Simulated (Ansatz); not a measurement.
GePt: computed property card

GePt:
```
GePt
1.0
    3.14250     0.00000     0.00000
    0.00000     3.14250     0.00000
    0.00000     0.00000     3.14250
Pt Ge
1 1
Direct
  0.00000   0.00000   0.00000
  0.50000   0.50000   0.50000
```

Space group Pm-3m (No. 221), CsCl type; conventional cell a = 3.142 Å, b = 3.142 Å, c = 3.142 Å, α = 90.00°, β = 90.00°, γ = 90.00°.

Method: the program Ansatz at the PBEsol level (PAW). Geometry: relaxed at this level of theory. Other levels are named where they apply.

**Cell and energy**

```json
{
  "volume_per_atom": "15.52 Å³",
  "density": "14.33 g/cm³",
  "Formation energy from the elements (no fitted shifts)": "-0.16 eV/atom"
}
```

**Electronic structure**

```json
{
 "electronic_character": "metallic (no gap)",
 "Density of states at the Fermi level": "0.45 states/eV per atom (mean over ±0.08 eV)",
 "Gap with spin–orbit coupling": "none (metallic)"
}
```

**Mechanics**

```json
{
 "Bulk modulus (Birch–Murnaghan fit)": "171 GPa",
 "Pressure derivative B′": "5.2",
 "Elastic constants (relaxed ions, GPa)": "C11 = 186, C12 = 156, C44 = 14.0",
 "mechanical_stability": "stable (all eigenvalues of C positive)",
 "hill_bulk_and_shear_moduli": "166 and 14.5 GPa",
 "Young's modulus": "42.2 GPa",
 "Poisson's ratio": "0.46",
 "debye_temperature_from_the_elastic_constants": "137 K"
}
```

**Phonons**

```json
{
  "highest_zone_centre_frequency": "11.0 meV",
  "zone_centre_stability": "no imaginary mode at Γ"
}
```

The cell is a constructed one: a structure type filled with these elements; neither database checked (COD, Materials Project) lists it. COD files the formula under space group No. 62. Its standing as an ambient phase is unchecked. The PBEsol relaxation kept the symmetry of its start. No spin polarisation was allowed. As this level gives no gap, shear constants depend on the k-mesh and smearing (Fermi–Dirac, 0.1 eV here). As this level gives no gap, phonon frequencies hold no LO–TO term and depend on the k-mesh and smearing (Fermi–Dirac, 0.1 eV here). The references are the lowest solids computed at this level, not always the standard phases. Scalar-relativistic: spin–orbit coupling is off unless named, which matters more the heavier the elements.

Potentials: the earlier of the program's two PAW sets. The files were generated under PBE; for other functionals the program regenerates the frozen cores, and for LDA and PBEsol the local potential too.
